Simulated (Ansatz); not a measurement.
A geometry of Ti away from equilibrium: step 3 of the relaxation of a relaxed Ti cell, doubled along one cell vector, shaken by Gaussian noise of σ = 0.08 Å a coordinate. Computed with PBE (plane waves to 420 eV, PAW, scalar-relativistic; Ansatz, an electronic-structure program). Γ-centred k-mesh 6×12×12 on the run's cell (coarser than for final values), Fermi–Dirac smearing 0.05 eV. The plane waves were selected for a different cell earlier on the path.

```xyz
2
Lattice="5.1304 -0.0373 0.0410 -0.0187 2.6487 -0.0091 0.0204 -0.0091 2.6310" Properties=species:S:1:pos:R:3 pbc="T T T"
Ti     0.0850     0.3128    -0.2459
Ti     2.6493    -0.3073     0.4856
```

Give the Cartesian forces on all atoms (eV/Å).


```tsv
atom	Fx	Fy	Fz
Ti1	0.09	0.58	-0.70
Ti2	-0.09	-0.58	0.70
```

The path ends in P4/nmm (No. 129). No spin polarisation in the result.

The run could not lose the symmetry of its start, so the end can be a saddle point.

The end of the path is a generated cell of Ti: the first start was made by a random draw of sites in a space group, and the end was not matched to a known phase here, so it may be hypothetical. Known forms of Ti include space group No. 194.
